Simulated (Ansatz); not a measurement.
Level of theory: DFT PBE, scalar-relativistic, plane waves, PAW in Ansatz 0.2.0. Settings: cutoff 420 eV, Γ-centred meshes spaced at most about 0.3 Å⁻¹, and about 0.25 Å⁻¹ or finer for metals (2π included), Gaussian smearing. No spin polarisation in the final relaxations.

These are static total energies at zero pressure.

Two forms of Sn₂Bi₂Te were relaxed alike.

A. Space group I4/mmm (No. 139), tetragonal, a = 4.402 Å, c = 16.353 Å. Sn is surrounded by 4 Sn at 3.11 Å and 4 Bi at 3.29 Å; around Bi lie 4 Sn at 3.29 Å, 1 Bi at 3.30 Å and 4 Te at 3.52 Å; Te is surrounded by 8 Bi at 3.52 Å.

B. Space group P6mm (No. 183), hexagonal, a = 5.576 Å, c = 6.416 Å. Around Sn lie 2 Bi at 3.16–3.26 Å, 3 Sn at 3.22 Å and 3 Te at 3.23 Å; Bi has 2 Sn at 3.16–3.26 Å and 3 Bi at 3.22 Å; Te has 6 Sn at 3.23 Å.

Task: Which form is favoured at zero pressure, and by what margin per atom?

Result: B is lower, by 18 meV/atom. A has space group I4/mmm (No. 139), 31.7 Å³/atom and no gap on its mesh; B has space group P6mm (No. 183), 34.6 Å³/atom and no gap. Counting Bi or Sn atoms around Te (for each partner element, those within 1.25 times its shortest distance or 1.15 times the sum of covalent radii, where it is the nearest in units of that sum or under 1.3; the shortest distance is added where it exceeds 1.18 times the sum of covalent radii), A has Te 8 from 3.5 Å and B has Te 6. The lower one is the more open, so pressure narrows the difference. Even the lower one lies +0.06 eV/atom against the reference forms of the elements (uncorrected), so neither is stable at this level. Both come from invented guesses. A third cell relaxed alike, in P-3m1, lies 59 meV/atom below the lower of the two.

These runs have no spin–orbit coupling, which can matter for Bi and Te. Cells relaxed within their symmetry can be saddle points.
